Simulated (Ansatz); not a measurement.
**Trial structures of HfO3: starts and ends**

Method: Ansatz 0.2.0, DFT PBE, scalar-relativistic, plane waves, PAW. All cells share a 420 eV cutoff and Γ-centred k meshes spaced at most about 0.3 Å⁻¹ (about 0.25 or finer for metals, 2π included). No spin polarisation in the final relaxations.

Each guess was relaxed in cell and atoms at zero pressure, within the symmetry of its start. All energies are static (0 K, no zero-point motion). Coordination counts O atoms around Hf (those within 1.25 times the shortest such distance or 1.15 times the sum of covalent radii, 1.27 where that leaves under three; a plus sign parts nearer from farther groups).

| guess | made from | start group | V start (Å³/atom) | end group | V end (Å³/atom) | coordination at the end | gap on mesh (eV) | E over the lowest end (meV/atom) |
| --- | --- | --- | --- | --- | --- | --- | --- | --- |
| 1 | random cell | Pm-3n | 13.6 | Pm-3n | 8.9 | Hf 12 | 0 | 0 |
| 2 | ZnAg3 type | I4/mmm | 10.2 | I4/mmm | 9.2 | Hf 12 | 0 | 494 |
| 3 | random cell | Fm-3m | 14.2 | Fm-3m (BiF3 (D0_3)) | 9.3 | Hf 8+6 | 0 | 584 |
| 4 | InAg3 type | P-6m2 | 10.5 | P-6m2 | 12.9 | Hf 2+6 | 0.28 | 544 |
| 5 | Cu3Pd type | P4/mmm | 11.0 | ? | ? | ? | ? | ? |
| 6 | VFe3 type | Cmmm | 11.5 | P4/mmm | 10.9 | Hf 2+8 | 0 | 594 |

Guess 5 as it starts:

```
Hf O
1.0
     3.54368    0.00000    0.00000
     0.00000    3.54368    0.00000
     0.00000    0.00000    3.50725
Hf O
1 3
Direct
  0.00000 0.00000 0.00000
  0.00000 0.50000 0.50000
  0.50000 0.00000 0.50000
  0.50000 0.50000 0.00000
```

**Question.** Fill in the missing row: what does this guess relax into, and where does it rank?

**Answer.** It ends in space group Pm-3m (No. 221), with a = 3.324 Å, 9.2 Å³/atom and no gap; its coordination is Hf 12. It lies 0.55 eV/atom over the lowest end, above guess 4 and below guess 3. Counting O atoms around Hf, this end and the lowest (guess 1) both have Hf 12.

```cif
data_structure
_symmetry_space_group_name_H-M 'Pm-3m'
_symmetry_Int_Tables_number 221
_cell_length_a 3.3236
_cell_length_b 3.3236
_cell_length_c 3.3236
_cell_angle_alpha 90.000
_cell_angle_beta 90.000
_cell_angle_gamma 90.000
_cell_volume 36.71
loop_
_atom_site_label
_atom_site_type_symbol
_atom_site_symmetry_multiplicity
_atom_site_Wyckoff_symbol
_atom_site_fract_x
_atom_site_fract_y
_atom_site_fract_z
_atom_site_occupancy
Hf1 Hf 1 a 0.00000 0.00000 0.00000 1
O1 O 3 c 0.00000 0.50000 0.50000 1
```

Energies over the elements count from the elements' standard structures at the same level (O₂ as a molecule), with no fitted energy shifts.

**Question.** Is the lowest end bound against the elements?

**Answer.** Yes: its formation energy is −2.01 eV/atom. It lies below the elements, which doesn't yet make it stable against other compounds or structures.

The k mesh leaves some 4 meV/atom of noise in the energy of each metallic cell. Spin–orbit coupling, which can matter for Hf, is left out. Kohn–Sham gaps at this level usually fall short of measured ones. A magnetic state wasn't ruled out in cells without spin, among them Fm-3m. Cells relaxed within their symmetry can be saddle points. A lower structure may well exist outside this small set. Some candidate types were left out of the draw beforehand, so a known form may be missing.
